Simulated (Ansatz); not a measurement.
Phonons of Ta (bcc, W type) at N = (0.5, 0.0, 0.0), H = (0.5, 0.5, 0.5).

Ta (bcc, W type)

```yaml
crystal:
  lattice:
    - [-1.65987, 1.65987, 1.65987]
    - [1.65987, -1.65987, 1.65987]
    - [1.65987, 1.65987, -1.65987]
  atoms:
    - { symbol: Ta, position: [0.00000, 0.00000, 0.00000] }
```

Level of theory: PBE (plane waves to 420 eV, PAW, scalar-relativistic; Ansatz, a first-principles code). DFPT wavenumbers on a 20×20×20 k mesh, in cm⁻¹ and rounded to 5; i marks imaginary ones, q is in fractions of the reciprocal vectors of the cell shown, and the three acoustic modes at Γ are left out. The program warned that its band solver left a few bands short of their tolerance. Spin-orbit coupling is left out, though Ta is heavy. Ta is run without spin polarisation. Ta was relaxed with its symmetry unable to fall. The PAW data are Ansatz's earlier set.

```tsv
q	wavenumbers (cm⁻¹)
N = (0.5, 0.0, 0.0)	90, 135, 145
H = (0.5, 0.5, 0.5)	160 (×3)
```

The structure shows no imaginary mode at these points (lowest 90 cm⁻¹ at N = (0.5, 0.0, 0.0)); other wave vectors were not tested.

Highest mode: 160 cm⁻¹ at H = (0.5, 0.5, 0.5).
